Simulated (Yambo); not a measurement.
G0W0@PBEsol for GeS (space group Pnma, No. 62) in Yambo (1×4×4 mesh, 7 Ry block, plasmon pole, screening fixed), without a terminator:

```tsv
bands N in G	gap Γ → Γ (eV)	shift of the valence edge (eV)
106	1.582	0.008
173	1.595	-0.305
262	1.611	-0.447
```

Task: Extrapolate both columns to infinite N with E(N) = E∞ + A/N, test the form, and compare with the terminator.

Result: From two points, E∞ = (N2 E2 − N1 E1)/(N2 − N1). The two largest N give 1.64 eV for the gap and -0.72 eV for the shift; the two smallest give 1.62 eV and -0.80 eV. For the gap the slopes A are -3.6 and -8.1 eV: the form isn't reached, and its limit is uncertain. For the shift the slopes A are 86 and 72 eV: the form isn't reached, and its limit is uncertain. With the Bruneval-Gonze terminator and 262 bands the run gives 1.63 eV and -0.55 eV, 0.01 eV and 0.17 eV from the extrapolated values: the terminator too is an estimate of the remainder. Block, mesh and the bands in W are held fixed.

The standard potential for Ge keeps a d shell in the valence without the s and p states of that shell. In tests on such compounds this moved G0W0 gaps by up to about 0.9 eV, so absolute quasiparticle energies here are unreliable; differences between settings are what counts.

Spin-orbit coupling is not included.

Geometry relaxed with PBE+D3(BJ); primitive cell a = 10.676 Å, b = 3.689 Å, c = 4.345 Å, α = 90.00°, β = 90.00°, γ = 90.00°.

A shift is the quasiparticle energy of the state minus its PBEsol energy.
